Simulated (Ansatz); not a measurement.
# 5 guesses for WF₃ and where they end

The calculation used DFT PBE, scalar-relativistic, plane waves, PAW (Ansatz). Settings: cutoff 420 eV, Γ-centred meshes spaced at most about 0.3 Å⁻¹, and about 0.25 Å⁻¹ or finer for metals (2π included), Gaussian smearing. Collinear spin in cells that started with moments and kept them past the coarse steps, no spin elsewhere.

Each guess was relaxed in cell and atoms at zero pressure, within the symmetry of its start. These are static total energies at zero pressure. Coordination counts F atoms around W (those within 1.25 times the shortest such distance or 1.15 times the sum of covalent radii, 1.27 where that leaves under three; a plus sign parts nearer from farther groups).

| guess | made from | start group | V start (Å³/atom) | end group | V end (Å³/atom) | coordination at the end | gap on mesh (eV) | largest moment (μB) | E over the lowest end (meV/atom) |
| --- | --- | --- | --- | --- | --- | --- | --- | --- | --- |
| 1 | random cell | Pm-3m | 14.3 | Pm-3m | 10.2 | W 12 | 0 | 1.9 | 998 |
| 2 | random cell | R-3m | 12.8 | R-3m | 17.9 | W 6 | 0.21 | 1.5 | 0 |
| 3 | SnF3 type | Fm-3m | 17.0 | Pm-3m (ReO3) | 17.9 | W 6 | 0.24 | 1.5 | 0 |
| 4 | CdAu3 type | I4/mmm | 11.2 | ? | ? | ? | ? | ? | ? |
| 5 | PrMg3 type | Fm-3m | 16.4 | Fm-3m (BiF3 (D0_3)) | 10.3 | W 8+6 | 0 | 2.0 | 910 |

Guess 4 as it starts:

```cif
data_structure
_symmetry_space_group_name_H-M 'P 1'
_symmetry_Int_Tables_number 1
_cell_length_a 4.3151
_cell_length_b 4.3151
_cell_length_c 4.3151
_cell_angle_alpha 131.057
_cell_angle_beta 131.057
_cell_angle_gamma 71.722
_cell_volume 44.70
loop_
_atom_site_label
_atom_site_type_symbol
_atom_site_fract_x
_atom_site_fract_y
_atom_site_fract_z
_atom_site_occupancy
W1 W 0.00000 0.00000 0.00000 1
F1 F 0.75000 0.25000 0.50000 1
F2 F 0.25000 0.75000 0.50000 1
F3 F 0.50000 0.50000 0.00000 1
```

Q: Fill in the missing row: what does this guess relax into, and where does it rank?

A: It ends in space group I4/mmm (No. 139), with a = 3.557 Å, c = 6.499 Å, 10.3 Å³/atom and no gap, with moments up to 2.0 μB. It lies 0.90 eV/atom over the lowest end, above guess 2 and within the noise of guess 5. Counting F atoms around W, this end has W 12 and the lowest (guess 3) has W 6.

Space group I4/mmm (No. 139). a = 3.557 Å, b = 3.557 Å, c = 6.499 Å, α = 90.00°, β = 90.00°, γ = 90.00°
```csv
atom,site,symmetry,x,y,z
W,2a,4/mmm,0.0000,0.0000,0.0000
F,4d,-4m2,0.0000,0.5000,0.2500
F,2b,4/mmm,0.5000,0.5000,0.0000
```

The zero of energy is the elements' standard structures at the same level (F₂ as a molecule); no fitted shifts are applied.

Q: Is the lowest end bound against the elements?

A: Yes: its formation energy is −1.796 eV/atom. It lies below the elements, which doesn't yet make it stable against other compounds or structures.

For metals, differences of a few meV/atom aren't resolved. Spin–orbit coupling, which can matter for W, is left out. Kohn–Sham gaps at this level usually fall short of measured ones. Another magnetic order may lie lower. Cells relaxed within their symmetry can be saddle points. A lower structure may well exist outside this small set. Some structure types and database cells were kept out of the candidates from the start, so a known form may be missing.
